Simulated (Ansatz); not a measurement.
Is this Si3Ge structure a true minimum?

The structure comes from a generated guess, relaxed at this level; another structure or a mixture of phases may lie lower.

The calculation used DFT PBE, scalar-relativistic, plane waves, PAW in Ansatz 0.2.0. Plane waves to 420 eV, a k mesh through Γ of 10×10×6 on the computed 4-atom cell and Gaussian smearing (0.02 eV); no spin polarisation.

The cell below (4 atoms, space group P-4m2 (No. 115)) is relaxed within its symmetry.

```cif
data_structure
_symmetry_space_group_name_H-M 'P 1'
_symmetry_Int_Tables_number 1
_cell_length_a 3.9124
_cell_length_b 3.9124
_cell_length_c 5.5321
_cell_angle_alpha 90.000
_cell_angle_beta 90.000
_cell_angle_gamma 90.000
_cell_volume 84.68
loop_
_atom_site_label
_atom_site_type_symbol
_atom_site_fract_x
_atom_site_fract_y
_atom_site_fract_z
_atom_site_occupancy
Si1 Si 0.00000 0.50000 0.74413 1
Si2 Si 0.50000 0.00000 0.25587 1
Si3 Si 0.50000 0.50000 0.50000 1
Ge1 Ge 0.00000 0.00000 0.00000 1
```

For the test a repeat of it with 8 atoms (edges 3.91, 5.53, 7.82 Å) was strained at random (σ = 1.5 % a component), the atoms were moved at random (σ = 0.15 Å), and all was relaxed again on a coarse 4×4×2 mesh (in the run’s order of axes) with 0.10 eV smearing, with no symmetry imposed.

Task: Does it come back?

Result: It returns, within 1 meV/atom of the unmoved cell on that mesh and with the same symmetry when read at 0.1 Å (Pm at 0.01 Å, so small strains and shifts remain). So it is stable against the distortions that fit this cell and that this random move excites. Modes that don't fit the cell aren't tested.
